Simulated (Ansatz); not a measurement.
Molecular dynamics on a 2×2×2 supercell (24 atoms) of NiS2 (fluorite), relaxed with r2SCAN. Forces come from r2SCAN in Ansatz 0.2.0: constant energy and volume (NVE), velocities drawn at 600 K, steps of 3 fs. Spin polarisation is off, nuclei are classical, and the run is far too short for thermal averages. The structure comes from a prototype and may be hypothetical.

```yaml
crystal:
  lattice:
    - [0.0, 5.6793306598, 5.6793306598]
    - [5.6793306598, 0.0, 5.6793306598]
    - [5.6793306598, 5.6793306598, 0.0]
  atoms:
    - { symbol: Ni, position: [0.0, 0.0, 0.0] }
    - { symbol: S, position: [0.125, 0.125, 0.125] }
    - { symbol: S, position: [0.375, 0.375, 0.375] }
    - { symbol: Ni, position: [0.0, 0.0, 0.5] }
    - { symbol: S, position: [0.125, 0.125, 0.625] }
    - { symbol: S, position: [0.375, 0.375, 0.875] }
    - { symbol: Ni, position: [0.0, 0.5, 0.0] }
    - { symbol: S, position: [0.125, 0.625, 0.125] }
    - { symbol: S, position: [0.375, 0.875, 0.375] }
    - { symbol: Ni, position: [0.0, 0.5, 0.5] }
    - { symbol: S, position: [0.125, 0.625, 0.625] }
    - { symbol: S, position: [0.375, 0.875, 0.875] }
    - { symbol: Ni, position: [0.5, 0.0, 0.0] }
    - { symbol: S, position: [0.625, 0.125, 0.125] }
    - { symbol: S, position: [0.875, 0.375, 0.375] }
    - { symbol: Ni, position: [0.5, 0.0, 0.5] }
    - { symbol: S, position: [0.625, 0.125, 0.625] }
    - { symbol: S, position: [0.875, 0.375, 0.875] }
    - { symbol: Ni, position: [0.5, 0.5, 0.0] }
    - { symbol: S, position: [0.625, 0.625, 0.125] }
    - { symbol: S, position: [0.875, 0.875, 0.375] }
    - { symbol: Ni, position: [0.5, 0.5, 0.5] }
    - { symbol: S, position: [0.625, 0.625, 0.625] }
    - { symbol: S, position: [0.875, 0.875, 0.875] }
kpoints:
  mp_grid: { grid: [2, 2, 2] }
hamiltonian:
  xc: r2scan
scf:
  occupations: { method: fermi_dirac, width: 0.052 }
md:
  ensemble: nve
  temperature: 600
  timestep: 3.0
  n_steps: 40
  initial_velocities: maxwell_boltzmann
  seed: 7988
```

Command: `ansatz run input.yaml --threads 4 --pin off --max-ram 3686MiB --backend cpu --events-out ev --progress --plain --runs-dir out`. It ended after 7.6 min on 4 threads of Arm Neoverse N1, on a shared host; peak host memory 2.7 GiB.

| step | t (fs) | T (K) | free energy F from step 0 (meV/atom) | kinetic energy (meV/atom) | largest force (eV/Å) |
| --- | --- | --- | --- | --- | --- |
| 0 | 0 | 600 | 0.0 | 74.3 | 0.00 |
| 1 | 3 | 601 | -0.1 | 74.4 | 0.10 |
| 2 | 6 | 602 | -0.3 | 74.6 | 0.18 |
| 3 | 9 | 603 | -0.4 | 74.7 | 0.25 |
| 4 | 12 | 603 | -0.4 | 74.7 | 0.32 |
| 5 | 15 | 600 | -0.1 | 74.3 | 0.38 |
| 6 | 18 | 594 | 0.6 | 73.6 | 0.50 |
| 7 | 21 | 586 | 1.7 | 72.5 | 0.67 |
| 8 | 24 | 575 | 3.1 | 71.2 | 0.91 |
| 9 | 27 | 562 | 4.7 | 69.6 | 1.16 |
| 10 | 30 | 551 | 6.1 | 68.2 | 1.42 |
| 11 | 33 | 542 | 7.2 | 67.1 | 1.65 |
| 12 | 36 | 538 | 7.7 | 66.6 | 1.84 |
| 13 | 39 | 540 | 7.5 | 66.9 | 1.95 |
| 14 | 42 | 548 | 6.5 | 67.8 | 1.99 |
| 15 | 45 | 560 | 4.9 | 69.4 | 1.94 |
| 16 | 48 | 575 | 3.1 | 71.2 | 1.82 |

The temperature starts at 600 K, is lowest at step 12 (538 K, 36 fs) and ends at 575 K. The conserved energy stays within 0.08 meV an atom. By the last step the atoms have moved 0.28 Å in the root mean square, the drift of the whole cell taken out, 0.58 Å at most. The job's limit cut the run after 16 of 40 steps.

Positions (Å) and forces (eV/Å) at step 16:
```
Ni  -0.005  -0.031   0.145    -0.839   0.422  -0.580
S    1.234   1.444   1.363     0.117  -0.027   0.309
S    4.331   4.398   4.359     0.079   0.142  -0.288
Ni   2.859   2.705  -0.108    -1.213   0.683   1.177
S    4.091   4.352   1.421     0.083   0.011   0.169
S    7.146   6.955   4.452     0.184  -0.728   0.245
Ni   3.025   0.071   2.678    -0.673  -0.251   0.596
S    4.226   1.290   4.074     0.156  -0.148   0.534
S    6.911   4.286   7.229    -0.187  -0.237  -0.240
Ni   5.620   2.795   3.154    -0.321   0.350  -0.258
S    7.442   4.041   4.048    -0.165  -0.256   0.177
S    9.795   7.257   7.195     0.098  -0.566  -0.142
Ni  -0.022   2.710   2.726     1.014   0.276  -0.498
S    1.393   4.075   4.228     0.259   0.349  -0.080
S    4.231   7.008   7.150     0.502   0.883  -0.647
Ni   2.702   5.862   2.743    -0.019  -0.517  -0.287
S    4.332   7.527   4.384     0.749  -1.063  -0.032
S    7.051  10.521   7.154    -0.183  -0.198   0.074
Ni   2.961   2.728   5.758    -0.802  -0.101  -0.588
S    3.995   4.284   6.903     0.407   0.320  -0.152
S    6.998   7.224   9.891     0.712  -0.520  -0.053
Ni   5.724   5.646   5.679    -0.061   0.098   0.684
S    7.145   7.094   6.975    -0.158   0.512  -0.366
S   10.281   9.538   9.938     0.262   0.565   0.247
```
